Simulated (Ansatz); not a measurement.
# The bulk modulus of AlNi from a series of volumes

Reference cell: a COD entry, whose atoms a relaxation with PBE at fixed cell left in place.

```
Al Ni
1.0
     2.88100    0.00000    0.00000
     0.00000    2.88100    0.00000
     0.00000    0.00000    2.88100
Al Ni
1 1
Direct
  0.00000 0.00000 0.00000
  0.50000 0.50000 0.50000
```

Atoms are numbered from 1 in the order listed; like atoms form one site, named after its first atom.

The numbers come from a DFT calculation in Ansatz (PBE, plane waves and PAW, scalar-relativistic, collinear spin, 420 eV cutoff, Γ-centred 16×16×16 k-points, Fermi–Dirac smearing 0.05 eV). Start moments as typed (μB): 1.5 on each Ni, none on the rest.

The cell is scaled uniformly, and the ions relax again at each size.

```
V/V₀  pressure (GPa)
0.94            13.9
0.96             9.5
0.98             5.6
1.00             2.0
1.02               ?
1.04            -4.0
1.06            -6.6
```

(1) Estimate the row at V/V₀ = 1.02, the equilibrium volume and the bulk modulus.

Answers

(1) pressure (GPa): -1.1. Worked: a parabola in ln(V/V₀) through the other 6 rows gives -1.2 GPa there. It crosses zero pressure at V/V₀ = 1.012, the equilibrium volume of this functional, where the bulk modulus is B = −dP/d ln V = 160 GPa.

The start moments die out, and the run ends without spin.
